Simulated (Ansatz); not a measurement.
Cu: course of a relaxation

These are results of DFT r2SCAN, scalar-relativistic, plane waves, PAW (Ansatz), not measurements. Settings: 500 eV cutoff, 18×18×10 k-mesh, Gaussian smearing of 0.10 eV, no spin polarisation.

What was changed: relaxed at -1 GPa.

Command:

```bash
ansatz run input.yaml --threads 1 --pin off --max-ram 2560MiB --backend cpu --events-out ev --progress --plain --runs-dir out
```

Input:

```yaml
crystal:
  lattice:
    - [2.539128297, 0.0, 0.0]
    - [-1.2695641485, 2.1989496087, 0.0]
    - [0.0, 0.0, 4.1439327441]
  atoms:
    - { symbol: Cu, position: [0.3333333333, 0.6666666667, 0.25] }
    - { symbol: Cu, position: [0.6666666667, 0.3333333333, 0.75] }
basis:
  ecutwfc: 500
kpoints:
  mp_grid: { grid: [18, 18, 10] }
hamiltonian:
  xc: r2scan
scf:
  occupations: { method: gaussian, width: 0.1 }
output:
  forces: true
  stress: true
  eigenvalues: true
relax:
  adjacent_minimum: "off"
  f_tol: 0.008
  max_steps: 50
  cell: { stress_tol: 0.08, p_target: -1.0 }
```

F is the free energy. Steps run on the plane waves of an earlier cell, but the last one, and at times one on the way, on a freshly chosen basis, so a repeated geometry can differ a little in energy. The relaxation lowers the enthalpy F + PV at the target pressure, so F itself can rise.

Steps:

```csv
step,F − F(1) (eV),largest force component (eV/Å),V (Å³/atom),P (GPa)
1,0.0000,0.000,11.569,-1.56
2,-0.0004,0.000,11.548,-1.28
3,-0.0007,0.000,11.527,-1.00
4,-0.0007,0.000,11.527,-1.00
```

Relaxed structure:

```
CELL_PARAMETERS angstrom
2.53608 0.00000 0.00000
-1.26804 2.19631 0.00000
0.00000 0.00000 4.13878
ATOMIC_POSITIONS crystal
Cu 0.33333 0.66667 0.25000
Cu 0.66667 0.33333 0.75000
```

It takes space group P6_3/mmc (No. 194, hexagonal). Conventional cell: a = 2.536 Å, b = 2.536 Å, c = 4.139 Å, α = 90.00°, β = 90.00°, γ = 120.00°. Cu (site symmetry -6m2) has 12 Cu at 2.54 Å as nearest neighbours.

The run converged. Time: 100 s on 1 thread of Intel(R) Xeon(R) Processor @ 2.50GHz (Skylake/Cascade Lake) (shared host), peak memory 0.49 GiB.